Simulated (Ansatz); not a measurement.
**LaGa3Pd2 with kpoints.mp_grid.grid changed**

Level of theory: r2SCAN, no spin polarisation, scalar-relativistic; Ansatz, plane waves to 500 eV (PAW set soft_2), k-mesh 9×9×8. These are the settings of the reference run.

Cell:

```
La Ga Pd
1.0
     5.43244    0.00000    0.00000
    -2.71622    4.70463    0.00000
     0.00000    0.00000    4.30258
La Ga Pd
1 3 2
Direct
  0.00000 0.00000 0.00000
  0.50000 0.00000 0.50000
  0.50000 0.50000 0.50000
  0.00000 0.50000 0.50000
  0.33333 0.66667 0.00000
  0.66667 0.33333 0.00000
```

The reference run of this cell is solved again as a single point with these keys changed:

| key | reference run | changed run |
| --- | --- | --- |
| kpoints.mp_grid.grid | [9, 9, 8] | [11, 11, 10] |

Does this change matter?



| quantity | reference run | changed run |
| --- | --- | --- |
| energy, changed less reference (meV an atom) | 0 | 1.7 |
| pressure (GPa) | 0.0 | 0.1 |
| largest force (eV/Å) | 0.00 | 0.00 |
| gap on the mesh (eV) | 0.00 | 0.00 |

The energy moves by 1.7 meV an atom (0.01 eV for the cell). It took 10 iterations from the trained starting density.

Caveats: a single point, atoms not relaxed again.
